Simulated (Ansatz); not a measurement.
Ansatz (a quantum-chemistry and plane-wave program) input:

Ansatz 0.2 input:
```yaml
crystal:
  lattice:
    - [0.0, 3.3034948379, 3.3034948379]
    - [3.3034948379, 0.0, 3.3034948379]
    - [3.3034948379, 3.3034948379, 0.0]
  atoms:
    - { symbol: Sr, position: [0.0, 0.0, 0.0] }
    - { symbol: Te, position: [0.5, 0.5, 0.5] }
kpoints:
  mp_grid: { grid: [6, 6, 6] }
  band_path:
    path:
      - [[0.0, 0.0, 0.0], [0.5, 0.0, 0.5], [0.625, 0.25, 0.625]]  # Γ-X-U
      - [[0.375, 0.375, 0.75], [0.0, 0.0, 0.0], [0.5, 0.5, 0.5], [0.5, 0.25, 0.75], [0.5, 0.0, 0.5]]  # K-Γ-L-W-X
      - [VBM, CBM]
    npoints: 12
basis: { xc_grid: 2 }
hamiltonian:
  xc: pbesol
  pseudopotentials: { kind: paw }
magnetization: { noncollinear: true, spin_orbit: true }
scf:
  n_extra_bands: 12
  convergence: { dr2_threshold: 0.0000000001 }
  occupations: { method: gaussian, width: 0.01 }
checkpoint: { write: soc.run }
output: { eigenvalues: true }
```

Output (shortened):

```
Pseudopotential: Sr, paw_fr, valence charge 10
Pseudopotential: Te, paw_fr, valence charge 16
Functional definition: PBEsol
non-collinear run that drives no moment, with spin-orbit …
Crystal: 2 atoms, lattice volume = 72.103 Å³
Basis set: ecut = 420 eV, 1411 PW (Γ), exchange–correlation on 64×64×64 points (8 copies of the dense FFT grid, shifted against one another)
Bands: 38, of which v1, the nominal top of the filled ones, is band 26 counted from 1 (25 counted from 0)
Symmetry: 48 space group operations + 48 with time reversal
k-points: 16 of 216
Projection manifold: j_resolved (fully-relativistic pseudo-atomic orbitals)
SCF iter   1: F=—  HF=-10400.925947 eV  |F-HF|=—  |Δ(HF+E_count)|=         —  Δρ=3.08e-2  dr2=1.20e0  dr2_m=0.00e0 (ungated)  ethr=3.10e-3  |M|=0.00e0 ∫|m|=0.00e0 μB  |m|>n=0.0e0 m-floor=0.0e0 τ_xc=0.0e0  β_m=0.30  ⟨swp⟩=10.6  Hψ=2011  notcnv=0  defer=2
preconditioner: auto → none
SCF iter   2: F=—  HF=-10400.507420 eV  |F-HF|=—  |Δ(HF+E_count)|=   4.19e-1  Δρ=1.49e-2  dr2=2.02e-1  dr2_m=0.00e0 (ungated)  ethr=3.10e-3  |M|=0.00e0 ∫|m|=0.00e0 μB  |m|>n=0.0e0 m-floor=0.0e0 τ_xc=0.0e0  β_m=0.39  ⟨swp⟩=4.0  Hψ=669  notcnv=0  defer=92
SCF iter   3: F=—  HF=-10400.452673 eV  |F-HF|=—  |Δ(HF+E_count)|=   5.47e-2  Δρ=6.01e-3  dr2=2.46e-2  dr2_m=0.00e0 (ungated)  ethr=7.77e-4  |M|=0.00e0 ∫|m|=0.00e0 μB  |m|>n=0.0e0 m-floor=0.0e0 τ_xc=0.0e0  β_m=0.60  ⟨swp⟩=3.0  Hψ=465  notcnv=0  defer=92
SCF iter   4: F=—  HF=-10400.454148 eV  |F-HF|=—  |Δ(HF+E_count)|=   1.48e-3  Δρ=6.16e-4  dr2=2.42e-4  dr2_m=0.00e0 (ungated)  ethr=9.47e-5  |M|=0.00e0 ∫|m|=0.00e0 μB  |m|>n=0.0e0 m-floor=0.0e0 τ_xc=0.0e0  β_m=0.65  ⟨swp⟩=2.8  Hψ=401  notcnv=0  defer=92
SCF iter   5: F=—  HF=-10400.454285 eV  |F-HF|=—  |Δ(HF+E_count)|=   1.37e-4  Δρ=1.14e-4  dr2=4.62e-6  dr2_m=0.00e0 (ungated)  ethr=9.29e-7  |M|=0.00e0 ∫|m|=0.00e0 μB  |m|>n=0.0e0 m-floor=0.0e0 τ_xc=0.0e0  β_m=0.70  ⟨swp⟩=2.5  Hψ=465  notcnv=0  defer=92
SCF iter   6: F=—  HF=-10400.454291 eV  |F-HF|=—  |Δ(HF+E_count)|=   5.93e-6  Δρ=2.81e-5  dr2=2.68e-7  dr2_m=0.00e0 (ungated)  ethr=1.78e-8  |M|=0.00e0 ∫|m|=0.00e0 μB  |m|>n=0.0e0 m-floor=0.0e0 τ_xc=0.0e0  β_m=0.74  ⟨swp⟩=2.1  Hψ=466  notcnv=0  defer=92
SCF iter   7: F=—  HF=-10400.454290 eV  |F-HF|=—  |Δ(HF+E_count)|=   9.08e-7  Δρ=2.43e-6  dr2=4.47e-9  dr2_m=0.00e0 (ungated)  ethr=1.03e-9  |M|=0.00e0 ∫|m|=0.00e0 μB  |m|>n=0.0e0 m-floor=0.0e0 τ_xc=0.0e0  β_m=0.82  ⟨swp⟩=2.4  Hψ=442  notcnv=0  defer=92
SCF iter   8: F=-10400.454290 eV  HF=-10400.454290 eV  |F-HF|=5.28e-11  |Δ(HF+E_count)|=   3.16e-9  Δρ=3.99e-7  dr2=8.17e-11  dr2_m=0.00e0 (ungated)  ethr=1.00e-12  |M|=0.00e0 ∫|m|=0.00e0 μB  |m|>n=0.0e0 m-floor=0.0e0 τ_xc=0.0e0  ⟨swp⟩=11.5  Hψ=1678  notcnv=0
SCF 1 converged in 8 iterations: F = -10400.454290 eV  dr2 = 8.17e-11
NSCF: frozen V_eff on 16 k-points
NSCF: frozen V_eff on 16 k-points
NSCF: frozen V_eff on 14 k-points
NSCF: frozen V_eff on 5 k-points
NSCF: frozen V_eff on 5 k-points
NSCF: frozen V_eff on 5 k-points
NSCF: frozen V_eff on 5 k-points
NSCF: frozen V_eff on 3 k-points
NSCF: frozen V_eff on 87 k-points
SCF converged after 8 iterations
Magnetization: |M| = 0.0000 μB,  M = (+0.0000, +0.0000, +0.0000) μB
Absolute magnetization: 0.0000 μB (∫|m|)
  site 0: m = (+0.0000, +0.0000, +0.0000) μB, |m| = 0.0000 μB  (R = 1.36 Å)
  site 1: m = (+0.0000, +0.0000, +0.0000) μB, |m| = 0.0000 μB  (R = 1.36 Å)
Free energy (F): -10400.454290 eV
Harris-Foulkes:  -10400.454290 eV  (|F-HF|=5.28e-11)
Internal energy: -10400.454290 eV  (E = F + TS)
E sigma→0 (E₀):  -10400.454290 eV
Fermi energy:    7.786463 eV
--- Per-component energies (eV) ---
  E_band       = -368.332569
  E_kinetic    = 427.090317
  E_local      = -2071.330530  (includes V_loc(G=0)·N_el)
  E_nonlocal   = -103.523215
  E_hartree    = 1034.886863
  E_xc         = -295.919961
  E_vxc        = -266.872452  (∫ρ·V_xc dr)
  E_paw        = -7233.500606  (= ΣΔE_a)
  E_vpaw       = -423.469821  (= ΣTr[D̂ρ^β])
  E_aug_tail   = -0.000203  (compensation charges beyond the density's cutoff)
  E_ewald      = -2158.670226
  E_core_change = 0.513270  (= ΣΔE_core)
  E_smearing   =  0.000000  (= −TS)
  E_closure    =  0.000000  (closes the sum)
  Σ components = -10400.454290   (vs F -10400.454290, Δ=0.00e0)
  [band-id]    e_kinetic+e_local+e_nonlocal+2·e_hartree+e_vxc+e_vpaw+e_augmentation_tail = -368.332178   (vs E_band -368.332569, Δ=3.91e-4)
--- Band table (eV; the first three rows and the last of 16) ---
  k-point 0: bands = ["-29.0912", "-29.0912", "-29.0912", "-29.0912", "-27.6268", "-27.6268", "-27.6268", "-27.6268", "-27.6194", "-27.6194", "-27.5976", "-27.5976", "-10.4086", "-10.4086", "-9.2569", "-9.2569", "-9.2569", "-9.2569", "-3.2168", "-3.2168", …
  k-point 1: bands = ["-29.0912", "-29.0912", "-29.0911", "-29.0911", "-27.6269", "-27.6269", "-27.6268", "-27.6268", "-27.6193", "-27.6193", "-27.5964", "-27.5964", "-10.4199", "-10.4199", "-9.2859", "-9.2859", "-9.2583", "-9.2583", "-3.0561", "-3.0561", …
  k-point 2: bands = ["-29.0912", "-29.0912", "-29.0910", "-29.0910", "-27.6269", "-27.6269", "-27.6266", "-27.6266", "-27.6192", "-27.6192", "-27.5938", "-27.5938", "-10.4434", "-10.4434", "-9.3403", "-9.3403", "-9.2612", "-9.2612", "-2.7095", "-2.7095", …
  k-point 15: bands = ["-29.0917", "-29.0917", "-29.0910", "-29.0910", "-27.6585", "-27.6585", "-27.6267", "-27.6267", "-27.6190", "-27.6190", "-27.5577", "-27.5577", "-10.4604", "-10.4604", "-9.3376", "-9.3376", "-9.3124", "-9.3124", "-2.6549", "-2.6549", …
```

Cost: roughly 50 core-seconds on shared cores.

Space group Fm-3m (rock salt). The cell was relaxed with PBEsol under the symmetry of its start.

Potentials: the later of the program's two PAW sets.

Ansatz is a plane-wave DFT program.
